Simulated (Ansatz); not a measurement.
The start is a relaxed La2O3 cell, doubled along one cell vector, shaken by Gaussian noise of σ = 0.08 Å a coordinate. A full variable-cell relaxation at zero pressure is run with PBE (plane waves to 420 eV, PAW, scalar-relativistic; Ansatz, a first-principles code). The first steps use a coarse 7×4×4 k-mesh.

Initial structure:
```
La2O3
1.0
    3.94038     0.00000     0.00000
   -3.94038     6.82494     0.00000
    0.00000     0.00000     6.18834
La O
4 6
Direct
  0.37458   0.35508   0.74385
  0.30709   0.81177   0.73580
  0.68148   0.15591   0.25617
  0.58883   0.64894   0.25602
  0.05711   0.00591   0.50484
  0.01769   0.51405   0.50767
  0.70487   0.17844   0.84946
  0.62903   0.65218   0.83570
  0.33344   0.33524   0.13897
  0.34340   0.82559   0.13233
```

```json
{
  "initial_pressure": "+2.9 GPa (positive: the cell is compressed)",
  "relative_to_the_parent": "It relaxes back to the parent, P-3m1 (No. 164)",
  "Shortest distances (start → end)": "The closest pairs of elements (up to four, under 3.6 Å), start → end: La–O 2.11 → 2.37 Å; O–O 2.79 → 2.90 Å",
  "band_gap_at_the_end": "3.83 eV, indirect (valence top at L, conduction bottom at M) (no spin-orbit coupling)",
  "optimiser_moves": "5"
}
```

Final structure:

Space group P-3m1 (No. 164); a = 3.941 Å, b = 3.941 Å, c = 6.188 Å, α = 90.00°, β = 90.00°, γ = 120.00°

```tsv
atom	site	symmetry	x	y	z
La	2d	3m.	0.3333	0.6667	0.2474
O	1a	-3m.	0.0000	0.0000	0.0000
O	2d	3m.	0.6667	0.3333	0.3547
```

Final values are on a 10×10×6 k-mesh of the relaxed cell. No spin polarisation in the result.

The first start was generated by placing the elements on the sites of a structure type. Materials Project lists a structure of La2O3 in the same space group, P-3m1 (No. 164); the sites were not compared with it, nor with measured phases.
